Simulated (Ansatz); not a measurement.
C:
```
CELL_PARAMETERS angstrom
      0.00000     1.77730     1.77730
      1.77730     0.00000     1.77730
      1.77730     1.77730     0.00000
ATOMIC_POSITIONS crystal
  C  0.75000 0.75000 0.75000
  C  0.50000 0.50000 0.50000
```

This is the r²SCAN+D4-relaxed structure.

**Question.** All from plane-wave PAW r²SCAN+D4 (Ansatz code), unless another level is named. Estimate the band gap.

**Answer.** 4.37 eV (indirect).

**Question.** And the smallest direct gap on the standard path?

**Answer.** 5.91 eV.

**Question.** What about the valence-band maximum?

**Answer.** at Γ.

**Question.** Predict the conduction-band minimum.

**Answer.** on the Γ–X line, 72 % of the way from Γ (6 equivalent valleys).

Space group Fd-3m (diamond). The r²SCAN+D4 relaxation kept the symmetry of its start.

Potentials: the later of the program's two PAW sets.
